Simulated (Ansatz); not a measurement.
KMnSb (P4/nmm): electronic heat capacity from the density of states

Level of theory: Ansatz 0.2.0, DFT PBEsol, scalar-relativistic, plane waves, PAW.

Cutoff 420 eV; k points 8×8×6 on the computed 6-atom cell (Γ-centred); Gaussian smearing, width 0.10 eV; collinear spin from starting moments 0 0 4.12 4.12 0 0 μB.

Relaxed cell: P4/nmm, a = 4.549 Å, b = 4.549 Å, c = 8.154 Å, α = 90.00°, β = 90.00°, γ = 90.00°, 6 atoms in the primitive cell. Whether it is the stable form of this composition wasn't checked.

The density of states at the Fermi level is 4.248 states/eV in the cell of 6 atoms (2 formula units; both spins, tetrahedra on a 12×12×9 mesh). The run ends with a moment of 8.24 μB a cell (largest on a site 3.75 μB), and the figure is for this state; a paramagnetic sample can have a quite different one. Another magnetic order, if the compound takes it, can change N(E_F) and the shape of the cell a good deal, and may open a gap, where γ is close to zero.

Problem. What Sommerfeld coefficient does this give?

Solution. Per formula unit N(E_F) = 2.124 states/eV. γ = (π²/3) k_B² N(E_F) N_A = 2.357 mJ/(mol K²) per state/eV, so γ = 5.0 mJ/(mol K²), a mole of formula units. This is the bare band result: a measured γ of the same phase and magnetic order is as a rule larger by a factor 1 + λ from phonons and spin fluctuations. N(E_F) at one energy is sensitive to the mesh where the density of states has sharp peaks.

Spin-orbit coupling is left out, which matters for the bands of heavy elements. The run saw a state lower than the one given here. Only parallel moments were tried here.

Only this magnetic start was tried.

Cost: 1 run of about 4.6 core-minutes, on Arm Neoverse V1 (shared hosts).